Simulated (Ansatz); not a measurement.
## VN2 (I4/mcm): electronic heat capacity and spin susceptibility from the density of states

These are results of DFT r2SCAN, scalar-relativistic, plane waves, PAW in Ansatz, not measurements.

Plane waves to 500 eV, a k mesh through Γ of 12×12×12 on the computed 6-atom cell and Gaussian smearing (0.10 eV); no spin polarisation.

Relaxed cell: I4/mcm, a = 4.293 Å, b = 4.293 Å, c = 4.914 Å, α = 90.00°, β = 90.00°, γ = 90.00°, 6 atoms in the primitive cell.

The density of states at the Fermi level is 1.379 states/eV in the cell of 6 atoms (2 formula units; both spins, tetrahedra on a 18×18×18 mesh).

What Sommerfeld coefficient and Pauli susceptibility does this give?

Per formula unit N(E_F) = 0.690 states/eV. γ = (π²/3) k_B² N(E_F) N_A = 2.357 mJ/(mol K²) per state/eV, so γ = 1.6 mJ/(mol K²), a mole of formula units. χ_P = μ_B² N(E_F) N_A = 3.23×10⁻⁵ emu/mol per state/eV gives 2.2×10⁻⁵ emu/mol. This is the bare band result: a measured γ of the same phase is as a rule larger by a factor 1 + λ from phonons and spin fluctuations, the spin part of χ is larger by the Stoner factor, and a measured χ also holds orbital and core terms. N(E_F) at one energy is sensitive to the mesh where the density of states has sharp peaks.

A ferromagnetic start lost its moments in a first run, so spin was left out; other magnetic orders weren't tried.

Cost: 1 run of about 2.2 core-minutes, on Arm Neoverse V1 (shared hosts).